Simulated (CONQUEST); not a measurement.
Consider a self-consistent single point of CsPbCl₃ (Pm-3m, 5 atoms in the cell; from Materials Project mp-23037, changed as shown).

```
CsPbCl3
1.0
    5.70378     0.00000     0.00000
    0.00000     5.70378     0.00000
    0.00000     0.00000     5.70378
Cs Pb Cl
1 1 3
Direct
  0.00000   0.00000   0.00000
  0.50000   0.50000   0.50000
  0.00000   0.50000   0.50000
  0.50000   0.00000   0.50000
  0.50000   0.50000   0.00000
```

Computed with PBE, numerical atomic orbitals double-zeta with polarisation (the shipped basis), PseudoDojo norm-conserving potentials made for PBE in CONQUEST.

CONQUEST settings:

| setting | value |
|---|---|
| basis | DZP |
| Diag.MPMeshX, Y, Z | 4 4 4 |
| potentials | PseudoDojo norm-conserving PBE |
| Grid.GridCutoff | 140 Ha |
| DM.SolutionMethod | diagon |
| Diag.kT | 0.0001 Ha |
| Diag.GammaCentred | true |
| minE.SCTolerance | 1.0e-07 |
| SC.MaxIters | 100 |
| SC.LinearMixingFactor | 0.3 |
| AtomMove.TypeOfRun | static |

### Question
Estimate, at this level of theory: gap on the k-point mesh and pressure.

### Answer
The run gave:

| Quantity | Result |
|---|---|
| Gap on the k-point mesh | 2.16 eV |
| Pressure | 0.51 GPa |

Gaps are taken between levels on the mesh.

For comparison: a first run was changed to give this one (volume scaled by 0.98), and from it to this one the free energy goes up by 1.3 meV/atom, the pressure goes from 0.04 to 0.51 GPa and the gap on the mesh goes from 2.230 to 2.162 eV.

Spin-orbit coupling is left out, which matters for bands and gaps with elements this heavy. The program uses no crystal symmetry, so grid and mesh can part values that symmetry would make equal. The atom-centred basis is finite, which shifts total energies, pressures and gaps against plane waves. The structure comes from a collection of computed structures, made at another level of theory; the collection holds predicted forms beside known ones. Its lattice was then scaled.

Cost on one core: around 60 core-seconds (rough).
